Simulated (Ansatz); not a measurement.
ZrC (rock salt)

```
CELL_PARAMETERS angstrom
      0.00000     2.35572     2.35572
      2.35572     0.00000     2.35572
      2.35572     2.35572     0.00000
ATOMIC_POSITIONS crystal
  Zr 0.00000 0.00000 0.00000
  C  0.50000 0.50000 0.50000
```

The slice is a {111} plane (indices of the conventional cell) through the point (0.500, 0.500, 0.500) (fractional), spanned by u = [100] and v = [-1 2 0] in vectors of this cell: u (3.33 Å) and v (5.77 Å, at 90° to u). It covers one period; positions are fractions (u, v).

Computed with r2SCAN (plane waves to 500 eV, PAW, scalar-relativistic; Ansatz, a first-principles code). k mesh 17×17×17. Near the nuclei the fields are pseudised (PAW); where an atom keeps semicore shells as valence, they peak there. ZrC is run without spin polarisation. ZrC was relaxed with its symmetry unable to fall.

Q: Predict the map of the valence electron density on the slice.

A: 
```
|9997532000235799|
|9987531000135789|
|8775421000124577|
|6554210000012455|
|4332100000001233|
|2211000000000112|
|1000000010000000|
|0000011222110000|
|0000123343321000|
|0001245565542100|
|0012457787754210|
|0013578999875310|
|0023579999975320|
|0024689999986420|
|0023579999975320|
|0013578999875310|
|0012457787754210|
|0001245565542100|
|0000123343321000|
|0000011222110000|
|1000000010000000|
|2211000000000112|
|4332100000001233|
|6554210000012455|
|8775421000124577|
|9987531000135789|
|9997532000235799|
|9998642000246899|
```
Scale: ten equal steps from -0.84 (start of '0') to 0.22 (end of '9'), in the order '0123456789'. Values: log₁₀ of the valence density in e/Å³. The map has 16 points along u (one character each, u = 0 at the left) and 28 along v (v = 0 in the bottom row). The scale is logarithmic, as a density can span decades between atoms and voids.
